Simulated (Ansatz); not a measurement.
## An elastic constant from a strain scan in NaI

All numbers below come from DFT r2SCAN, scalar-relativistic, plane waves, PAW (Ansatz). Settings: plane waves to 500 eV, k-mesh 6×6×6 (Γ-centred), Gaussian smearing 0.05 eV. No spin polarisation. Energies are free energies at this smearing, counted from the undisturbed cell; pressure is positive in compression.

The starting cell (as given, not relaxed at this level; it stands at -0.1 GPa):

```xyz
2
Lattice="0.0000 3.2364 3.2364 3.2364 0.0000 3.2364 3.2364 3.2364 0.0000" Properties=species:S:1:pos:R:3 pbc="T T T"
Na    0.0000    0.0000    0.0000
I     3.2364    3.2364    3.2364
```

The cell is strained by ε times the Voigt pattern (0, 0, 0, 0, 1, 0) (xx, yy, zz, yz, xz, xy; engineering shear) with fractional coordinates fixed. The cell holds 2 atoms in V0 = 67.80 Å³. The stress column is τ = (1/V0) dE/dε, got from the stress tensor σ (compression positive) at each point as −det(1 + εP) σ : P(1 + εP)⁻¹, with P the pattern as a tensor.

```
      ε  ΔE (meV/atom)  τ (GPa)
-0.0175          0.264   -0.141
-0.0150          0.194   -0.121
-0.0125          0.136   -0.101
-0.0100          0.088   -0.080
-0.0075          0.050   -0.060
-0.0050          0.023   -0.040
-0.0025          0.007   -0.020
 0.0000          0.000    0.000
 0.0025          0.007    0.020
 0.0050          0.023    0.040
 0.0075          0.050    0.060
 0.0100          0.088    0.080
 0.0125          0.136    0.101
 0.0150          0.194    0.121
 0.0175          0.264    0.141
 0.0200              ?        ?
```

Problem. Which combination of elastic constants does this scan measure, and how large is it?

Solution. For small ε, τ = τ0 + Kε with K = pᵀCp, which for this pattern is C44 in the cubic axes. The parabola through τ at ε = -0.0025, 0 and 0.0025 has slope K = 8.0 GPa at zero. The energies per cell, E = NΔE, of the wider pair ε = ±0.0175 give K = 2[E(ε₊)/ε₊ − E(ε₋)/ε₋]/[(ε₊ − ε₋)V0] = 8.1 GPa, in agreement.

Problem. Predict the withheld row at ε = 0.0200 from the harmonic law, and compare.

Solution. ΔE = V0(τ0 ε + Kε²/2)/N = 0.340 meV/atom and τ = 0.16 GPa. The calculation gives 0.343 meV/atom and 0.16 GPa, a miss of 0.01 meV/atom at most, so the harmonic law still holds here.